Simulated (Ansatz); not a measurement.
A relaxed cell of MgCd2Se3 is given with its symmetry left out. The cell was found from a structure generator's guess, not taken from experiment.

Method: DFT PBE, scalar-relativistic, plane waves, PAW in Ansatz. Cutoff 420 eV, Γ-centred mesh, Gaussian smearing, no spin polarisation.

```
Mg Cd Se
1.0
     5.29155    0.00000    0.00000
    -2.64578    4.58262    0.00000
     0.00000    0.00000    5.55408
Mg Cd Se
1 2 3
Direct
  0.00000 0.00000 0.00000
  0.33333 0.66667 0.50000
  0.66667 0.33333 0.50000
  0.33333 0.66667 0.00000
  0.66667 0.33333 0.00000
  0.00000 0.00000 0.50000
```

Formation energies are uncorrected and refer to the elements' standard structures at the same level.

(1) What space group does it have?

(2) How far does it lie from the elements in energy?

(3) Is it a metal?

## Answers

(1) P6/mmm (No. 191). Conventional cell: a = 5.292 Å, c = 5.554 Å. Mg is surrounded by 2 Se at 2.78 Å and 6 Se at 3.06 Å; Cd has 2 Se at 2.78 Å, 3 Se at 3.06 Å and 3 Cd at 3.06 Å; Se on a site of symmetry -6m2 is surrounded by 2 Cd at 2.78 Å, 3 Mg at 3.06 Å and 3 Se at 3.06 Å; Se on a site of symmetry 6/mmm is surrounded by 2 Mg at 2.78 Å and 6 Cd at 3.06 Å.

(2) −0.39 eV/atom.

(3) Yes, bands cross the Fermi level on the 12×12×8 mesh.

The last run used a 12×12×8 mesh (in the run's order of axes) for its 6-atom cell and Gaussian smearing of 0.10 eV. The reference form of Se is held partly by dispersion forces, which this level lacks. A structure relaxed within its symmetry needn't be a true minimum. Another cell of MgCd2Se3 relaxed alike, in P-3m1, lies 0.33 eV/atom lower, so this cell isn't the stable form at this level.
